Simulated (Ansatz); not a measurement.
The relaxed structure here is a generated cell of ZnCu2SnSe4: the first start was made by a random draw of sites in a space group, and the end was not matched to a known phase here, so it may be hypothetical. Known forms of ZnCu2SnSe4 include space group No. 82.

The end point of a relaxation of ZnCu2SnSe4. All values below come from r2SCAN (plane waves to 500 eV, PAW, scalar-relativistic; Ansatz, an electronic-structure program).

```xyz
8
Lattice="3.7828 2.1840 4.1378 -3.7828 2.1840 4.1378 0.0000 -4.3680 4.1378" Properties=species:S:1:pos:R:3 pbc="T T T"
Cu     0.0000     0.0000     5.0863
Cu     0.0000     0.0000     7.6531
Se    -2.0353    -0.1124     6.3530
Se     1.1150    -1.7064     6.3530
Se     0.9203     1.8188     6.3530
Se     0.0000     0.0000    10.0041
Sn     0.0000     0.0000     2.5446
Zn     0.0000     0.0000    12.3970
```

Determine the symmetry and give the standard cell with its independent sites.

Space group R3, hexagonal axes (No. 146); a = b = 7.566 Å, c = 12.413 Å, α = β = 90.00°, γ = 120.00°

| atom | site | symmetry | x | y | z |
|---|---|---|---|---|---|
| Cu | 3a | 3. | 0.0000 | 0.0000 | 0.4097 |
| Cu | 3a | 3. | 0.0000 | 0.0000 | 0.6165 |
| Se | 9b | 1 | 0.0557 | 0.6495 | 0.1785 |
| Se | 3a | 3. | 0.0000 | 0.0000 | 0.8059 |
| Sn | 3a | 3. | 0.0000 | 0.0000 | 0.2050 |
| Zn | 3a | 3. | 0.0000 | 0.0000 | 0.9987 |

Give the shortest distances between elements (the closest pairs, up to four, under 3.6 Å).

Cu–Se 2.35 Å; Se–Zn 2.39 Å; Cu–Sn 2.54 Å; Sn–Zn 2.56 Å.

| Item | Result |
|---|---|
| Volume per atom | 25.64 Å³ |
| Band gap | zero (metallic) |

No spin polarisation in the result.

The run could not lose the symmetry of its start: the end is stationary, and may be a saddle point rather than a minimum.
